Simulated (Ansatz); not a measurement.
Ti2AlC in space group P6_3/mmc (No. 194; Ti on 4f, Al on 2d, C on 2a) at seven volumes, plane-wave PAW r²SCAN (Ansatz code), shape and atoms relaxed at each. One row is withheld.

```json
[
 {"V (Å³/atom)": "12.609", "P (GPa)": "16.83"},
 {"V (Å³/atom)": "13.024", "P (GPa)": "10.32"},
 {"V (Å³/atom)": "13.440", "P (GPa)": "?"},
 {"V (Å³/atom)": "13.856", "P (GPa)": "0.00"},
 {"V (Å³/atom)": "14.272", "P (GPa)": "-4.05"},
 {"V (Å³/atom)": "14.687", "P (GPa)": "-7.52"},
 {"V (Å³/atom)": "15.103", "P (GPa)": "-10.44"}
]
```

Fit the shown pressures and predict the withheld one.

P = (3/2)B₀(x^(7/2) − x^(5/2))[1 + (3/4)(B′ − 4)(x − 1)] with x = (V₀/V)^(2/3). Least squares on the six rows gives V₀ = 13.856 Å³/atom, B₀ = 146 GPa, B′ = 4.28. At V = 13.440, x = 1.0205 and P = 4.75 GPa. The run itself gave 4.76 GPa.

The workflow started from a Materials Project entry (that database holds measured and hypothetical structures alike); the Crystallography Open Database copy checked does not list it. Whether it is the stable phase at ambient conditions was not checked. Symmetry was held in the r²SCAN relaxation; of distortions, only those at the zone centre were tested. The run is not spin-polarised.

Potentials: the earlier of the program's two PAW sets.
